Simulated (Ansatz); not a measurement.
A relaxed structure of CdSe is spoiled in several ways and relaxed again each time (noise and exchanges are one random draw each; pressure is positive under compression). The numbers are results of PBEsol (plane waves to 420 eV, PAW, scalar-relativistic; Ansatz, a first-principles code), not measurements.

```cif
data_Cd4Se4
_chemical_formula_sum 'Cd4 Se4'
_space_group_name_H-M_alt 'P63mc'
_space_group_IT_number 186
_space_group_name_Hall 'P 6c -2c'
_cell_length_a 4.30202
_cell_length_b 4.30202
_cell_length_c 14.03920
_cell_angle_alpha 90.000
_cell_angle_beta 90.000
_cell_angle_gamma 120.000
loop_
_atom_site_label
_atom_site_type_symbol
_atom_site_symmetry_multiplicity
_atom_site_Wyckoff_symbol
_atom_site_fract_x
_atom_site_fract_y
_atom_site_fract_z
_atom_site_occupancy
Cd1 Cd 2 a 0.00000 0.00000 0.00031 1
Cd2 Cd 2 b 0.33333 0.66667 0.25022 1
Se1 Se 2 a 0.00000 0.00000 0.31268 1
Se2 Se 2 b 0.33333 0.66667 0.06242 1
```

Q: One start gave a first pressure of -3.3 GPa and released 0.24 eV/atom. Which change was it?
A. deformed by the Cartesian strain tensor (xx, yy, zz, yz, xz, xy) = (-0.063, 0.048, 0.193, -0.069, -0.031, 0.005)
B. with every coordinate shifted by Gaussian noise of σ = 0.1 Å
C. with every coordinate shifted by Gaussian noise of σ = 0.2 Å
D. shaken by Gaussian noise of σ = 0.08 Å a coordinate

A: A, deformed by the Cartesian strain tensor (xx, yy, zz, yz, xz, xy) = (-0.063, 0.048, 0.193, -0.069, -0.031, 0.005). All starts:

| change | first pressure (GPa) | first V (Å³/atom) | released (eV/atom) | moves | outcome | final group | E − E(parent) (eV/atom) |
|---|---|---|---|---|---|---|---|
| with every coordinate shifted by Gaussian noise of σ = 0.1 Å | 1.0 | 28.13 | 0.08 | 4 | returns to the parent | P6₃mc | 0.000 |
| with every coordinate shifted by Gaussian noise of σ = 0.2 Å | – | 28.13 | 0.74 | 6 | returns to the parent | P6₃mc | 0.000 |
| deformed by the Cartesian strain tensor (xx, yy, zz, yz, xz, xy) = (-0.063, 0.048, 0.193, -0.069, -0.031, 0.005) | -3.3 | 32.80 | 0.24 | 6 | returns to the parent | P6₃mc | 0.000 |
| shaken by Gaussian noise of σ = 0.08 Å a coordinate | 0.9 | 28.13 | 0.05 | 4 | returns to the parent | P6₃mc | 0.000 |

First-step values come from each run's starting, coarser k-mesh (6×6×2, 7×6×2). The runs use different k-meshes, so differences are rounded accordingly. No spin polarisation in the result.

The first start was generated by placing the elements on the sites of a structure type. A measured structure of CdSe has the same space group, P6₃mc (No. 186); the sites were not compared with it.
